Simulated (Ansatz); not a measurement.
Os (hcp (Mg type), P6_3/mmc) is relaxed with DFT-PBE in the program Ansatz with PAW potentials. What lattice parameters of the conventional cell result?

a = 2.754 Å, c = 4.347 Å.

The cell was relaxed with PBE under the symmetry of its start. The run is not spin-polarised. Axis ratios of metals converge slowly with the k-mesh, so a and c are less sure than the volume. Spin–orbit coupling is left out wherever it is not named.

Potentials: the earlier of the program's two PAW sets.
